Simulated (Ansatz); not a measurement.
**zincblende-structured CuSb**

Computed with Ansatz (plane waves, PAW, 500 eV cutoff): r²SCAN, scalar-relativistic, no spin polarisation, 10×10×10 k-mesh, Gaussian smearing of 0.05 eV; PAW files: Ansatz's generated set soft_2.

```
Cu Sb
1.0
     0.00000    2.90014    2.90014
     2.90014    0.00000    2.90014
     2.90014    2.90014    0.00000
Cu Sb
1 1
Direct
  0.00000 0.00000 0.00000
  0.25000 0.25000 0.25000
```

This is a trial structure made by placing the elements on a prototype's sites, so it needn't be the stable form.

The cell has space group F-43m (read at 0.01 Å). In it the stress is 0.01, 0.01, 0.01, 0.00, 0.00, 0.00 GPa and the largest force component 0.000 eV/Å. Each change below starts from this cell, without further relaxation. Stress is in GPa, positive in compression, in the order xx, yy, zz, yz, xz, xy; energies are counted from the cell above and are free energies with the smearing's entropy, which match forces and stress in a metal.

Problem. What happens when atom 2 (Sb) is moved by 0.20 Å along x?

Solution. The energy changes by 122.3 meV per cell, and the force on it along the shift is -1.218 eV/Å (−F/u = 6.09 eV/Å²). Stress: -0.08, 1.85, 1.85, -6.38, 0.00, 0.00.
| atom | Fx (eV/Å) | Fy | Fz |
| --- | --- | --- | --- |
| Cu1 | 1.218 | 0.000 | 0.000 |
| Sb2 | -1.218 | 0.000 | 0.000 |
In a harmonic crystal the energy would rise by −½F·u = ½ × 6.09 × 0.20² eV = 121.8 meV, which matches.

Problem. What stress follows from an engineering strain of -2 % in yz, atoms carried along?

Solution. -0.03, 0.08, 0.08, 0.98, 0.00, 0.00 GPa; the energy changes by 3.0 meV per cell.
```tsv
atom	Fx (eV/Å)	Fy	Fz
Cu1	-0.187	0.000	0.000
Sb2	0.188	0.000	0.000
```
The change of the stress over the strain gives a clamped-atom stiffness of about 49 GPa for this component.
In a harmonic crystal the energy would rise by V(½Cε² − σ₀ε), with σ₀ the stress of the unstrained cell, = 3.0 meV, which matches.

Problem. All atoms and the cell are disturbed at random:
```xyz
2
Lattice="-0.0565 2.8764 2.8811 2.8302 -0.0428 2.8673 2.8285 2.8610 -0.0411" Properties=species:S:1:pos:R:3 pbc="T T T"
Cu   -0.0122    0.0343   -0.0435
Sb    1.4127    1.3894    1.4703
```
Give the energy change, the stress and the forces.

Solution. 48.8 meV per cell; stress 1.98, 1.76, 1.72, -0.76, 3.30, -2.11 GPa.
| atom | Fx (eV/Å) | Fy | Fz |
| --- | --- | --- | --- |
| Cu1 | 0.206 | -0.691 | 0.410 |
| Sb2 | -0.205 | 0.691 | -0.410 |

For elements this heavy, spin–orbit coupling would shift levels and gaps; it isn't included here.
